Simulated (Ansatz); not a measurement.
Computed with Ansatz, not measured. Plane-wave DFT: an element X is put into a periodic supercell of the crystal below and the atoms relax. X is one of the candidates, and is told by the neutral defect's formation energy over the elements (uncorrected), its moments where the run had spin, and its relaxed neighbours, eight at most.

```
cell
1.0
     0.0000    4.2854    4.2854
     4.2854    0.0000    4.2854
     4.2854    4.2854    0.0000
La Mg Y
1 4 1
Direct
  0.2500 0.2500 0.2500
  0.6253 0.1241 0.6253
  0.6253 0.6253 0.1241
  0.6253 0.6253 0.6253
  0.1241 0.6253 0.6253
  0.0000 0.0000 0.0000
```

- host atoms in supercell: 24
- functional: PBEsol
- wave cutoff: 420 eV
- k mesh: 3, 3, 3
- k shift: 0, 0, 0 mesh steps
- gaussian smearing: 0.05 eV
- start displacement: 0 angstrom
- electrons started on: no chosen atoms
- candidate elements: Ca, Sr, Ba, Eu, Yb, Lu
- found formation energy: 0.051 eV
- found moment change of cell: 7.45 muB
- found absolute moment of cell: 7.9 muB
- found largest move from host sites: 0 angstrom
- found added atom moment: 6.9 muB

```csv
supercell vector,supercell times a (host cell vectors),supercell times b (host cell vectors),supercell times c (host cell vectors)
A,-1,-1,1
B,1,-1,1
C,-1,1,1
```

```json
{"change element": "X", "change kind": "on La", "change place a (host cell vectors)": "-0.75", "change place b (host cell vectors)": "0.25", "change place c (host cell vectors)": "1.25"}
```

| found neighbour element | found neighbour distance (angstrom) |
| --- | --- |
| Mg | 3.554 |
| Mg | 3.554 |
| Mg | 3.554 |
| Mg | 3.554 |
| Mg | 3.554 |
| Mg | 3.554 |
| Mg | 3.554 |
| Mg | 3.554 |

**Question.** Which element is X?

**Answer.** Eu.

Caveats: the atoms kept the symmetry of the start, so a distorted state could lie lower; the supercell is small.
